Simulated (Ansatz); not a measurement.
Sheets of one type (MA2Z4 (prismatic core, outer Z over the empty site)-type), plane-wave PAW r²SCAN+D4 (Ansatz code); HSE06 gaps on those cells.

```tsv
layer	a (Å)	thickness (Å)
NbN4Si2	…	…
NbGe2N4	3.052	7.30
NbAs4Si2	3.665	9.83
WN4Si2	2.891	6.95
MoN4Si2	2.888	6.94
VN4Si2	2.863	6.82
TaN4Si2	2.946	6.94
```

Task: Some entries are withheld; supply them.

Result: 
- NbN4Si2, a (Å): 2.946
- NbN4Si2, thickness (Å): 6.95

Spin orders computed, not proven ground states: NbN4Si2, MA2Z4 (prismatic core, outer Z over the empty site)-type layer ferromagnetic; NbGe2N4, MA2Z4 (prismatic core, outer Z over the empty site)-type layer ferromagnetic; NbAs4Si2, MA2Z4 (prismatic core, outer Z over the empty site)-type layer ferromagnetic; VN4Si2, MA2Z4 (prismatic core, outer Z over the empty site)-type layer ferromagnetic; TaN4Si2, MA2Z4 (prismatic core, outer Z over the empty site)-type layer ferromagnetic. All cells were relaxed under the symmetry of their starts (and spin orders); stability against distortions was not tested throughout. Rows with no word on spin ran without spin polarisation. Scalar-relativistic: spin–orbit coupling is off unless named, which matters more the heavier the elements. Constructed layers (a layer type filled with these elements): NbN4Si2, MA2Z4 (prismatic core, outer Z over the empty site)-type layer; NbGe2N4, MA2Z4 (prismatic core, outer Z over the empty site)-type layer; NbAs4Si2, MA2Z4 (prismatic core, outer Z over the empty site)-type layer; VN4Si2, MA2Z4 (prismatic core, outer Z over the empty site)-type layer; TaN4Si2, MA2Z4 (prismatic core, outer Z over the empty site)-type layer.

Potentials: the later of the program's two PAW sets.
